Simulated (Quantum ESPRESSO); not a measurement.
Si3O4FN, convergence and cost over cutoff and k mesh

Computed values, not a measurement. The program is pw.x of Quantum ESPRESSO 7.5 (plane-wave density functional theory). The cell is made up: 9 atoms on a quartz lattice, with randomly drawn elements, strain and displacements, not relaxed. PseudoDojo standard norm-conserving files (v0.5 for PBE, v0.4.1 for LDA and PBEsol) set the functional; there is no spin polarisation, spin-orbit coupling or dispersion term, and the masses in the input are unused placeholders.

Input of the run in row 4:

```
&control calculation='scf', pseudo_dir='./dojo.nc.sr.pbe.v0_5.standard.upf', outdir='./o', disk_io='low', tprnfor=.true., tstress=.true. /
&system ibrav=0, nat=9, ntyp=4, nbnd=30, ecutwfc=84.00895049, nosym=.true., tot_charge=0,
 occupations='smearing', smearing='fd', degauss=0.0018374661
/
&electrons conv_thr=7.350e-09, electron_maxstep=60, /
ATOMIC_SPECIES
F 1.0 F.upf
N 1.0 N.upf
O 1.0 O.upf
Si 1.0 Si.upf
CELL_PARAMETERS angstrom
4.9909 0.0295 -0.0295
-2.4699 4.2583 0.0131
-0.0324 -0.0021 5.4483
ATOMIC_POSITIONS angstrom
Si 2.3171 0.0411 3.607
Si -1.2927 1.8456 1.8831
Si 1.4048 2.2017 -0.0173
O 1.3474 1.1979 4.3706
F 3.3728 0.6339 2.413
O 2.8134 2.4647 0.6431
N 0.396 1.899 1.2224
O -1.0155 3.1195 2.9151
O 0.8163 3.5396 4.8309
K_POINTS automatic
5 5 4 1 1 1
```

The same cell was run at these settings. Meshes are shifted by half a step, and differences are from the last row, which is itself not exact.

| cutoff (eV) | k mesh | k points solved | threshold (eV) | free energy less the last row's (eV) | pressure (GPa) | largest stress difference (GPa) | largest force difference (eV/Å) | iterations | wall time (s) | k-point pools | processor |
| --- | --- | --- | --- | --- | --- | --- | --- | --- | --- | --- | --- |
| 800 | 2 x 2 x 2 | 4 | 1e-04 | 0.890 | 7.30 | 8.82 | 0.038 | 10 | 13 | 4 | Intel Xeon, older |
| 1143 | 2 x 2 x 2 | 4 | 1e-07 | -0.012 | 16.13 | 0.07 | 0.038 | 12 | 23 | 4 | Intel Xeon, older |
| 747 | 5 x 5 x 4 | 50 | 1e-07 | 1.790 | 1.16 | 15.06 | 0.029 | 14 | 71 | 4 | Intel Xeon, older |
| 1143 | 5 x 5 x 4 | 50 | 1e-07 | 0.002 | 16.09 | 0.02 | 0.001 | 14 | 129 | 4 | Intel Xeon, older |
| 1437 | 7 x 7 x 6 | 147 | 1e-07 | 0.000 | 16.11 | 0.00 | 0.000 | 14 | 548 | 4 | Intel Xeon, older |

Each pool is one process. Wall times include start-up and a band step at six k points, which weighs most on the coarsest meshes. The runs were on shared virtual cores whose load varied, so times are rough.